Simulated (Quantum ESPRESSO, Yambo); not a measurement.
CdS (zinc blende, space group F-43m, No. 216) under isotropic strain (on all lattice vectors), counted from the cell relaxed with PBEsol, atoms relaxed at each step. norm-conserving PBEsol (Quantum ESPRESSO, 102 Ry, no spin-orbit coupling); G0W0 in Yambo (4×4×4 Γ-centred k mesh, bands 5 to 118 and a 10 Ry block in the screening, 118 bands in G with the Bruneval-Gonze terminator, plasmon pole fitted at 27.2 eV).

| strain s (%) | PBEsol direct gap at Γ (eV) | G0W0 direct gap at Γ (eV) |
|---|---|---|
| -3 | 1.190 | 2.424 |
| -1.5 | ? | ? |
| -0.7 | 1.055 | 2.252 |
| 0 | 1.012 | 2.197 |
| +1 | 0.951 | 2.109 |
| +2 | 0.890 | 2.025 |

### Question
Fit a parabola in s to each column by least squares and predict the withheld row.

### Answer
PBEsol: E = 1.012 − 0.0605 s − 0.0004 s² (largest residual 0 meV), giving 1.102 eV at s = -1.5; the run gave 1.103 eV, a miss of 0 meV. G0W0: E = 2.195 − 0.0819 s − 0.0019 s² (largest residual 2 meV), giving 2.314 eV at s = -1.5; the run gave 2.314 eV, a miss of 0 meV. The GW settings are held fixed; their convergence isn't established. Spin-orbit splittings are left out.
